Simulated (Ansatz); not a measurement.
Here is the system:

ZrTa:
```cif
data_TaZr
_chemical_formula_sum 'Ta1 Zr1'
_space_group_name_H-M_alt 'P 1'
_space_group_IT_number 1
_cell_length_a 4.00215
_cell_length_b 4.00215
_cell_length_c 4.00215
_cell_angle_alpha 60.000
_cell_angle_beta 60.000
_cell_angle_gamma 60.000
loop_
_space_group_symop_operation_xyz
  'x, y, z'
loop_
_atom_site_label
_atom_site_type_symbol
_atom_site_fract_x
_atom_site_fract_y
_atom_site_fract_z
_atom_site_occupancy
Ta1 Ta 0.00000 0.00000 0.00000 1
Zr1 Zr 0.50000 0.50000 0.50000 1
```

This is the PBE-relaxed structure.

Question: All from PBE (plane waves, PAW; program Ansatz), unless another level is named. Give the density of states at the Fermi level.

Answer: 2.1 states/eV per atom (mean over ±0.08 eV).

Question: What about the formation energy from the elements (no fitted shifts)?

Answer: 1152 meV/atom.

Space group Fm-3m (rock salt). The start of the workflow was typed in or built on a structure type; neither database checked (COD, Materials Project) lists it. Its standing as an ambient phase is unchecked. The cell was relaxed with PBE under the symmetry of its start; its stability against distortions is not shown here. The run is not spin-polarised. Its formation energy is positive at this level, so the cell may be metastable or incomplete. The references are the lowest solids computed at this level, not always the standard phases. Scalar-relativistic: spin–orbit coupling is off unless named, which matters more the heavier the elements.

Potentials: the later of the program's two PAW sets.
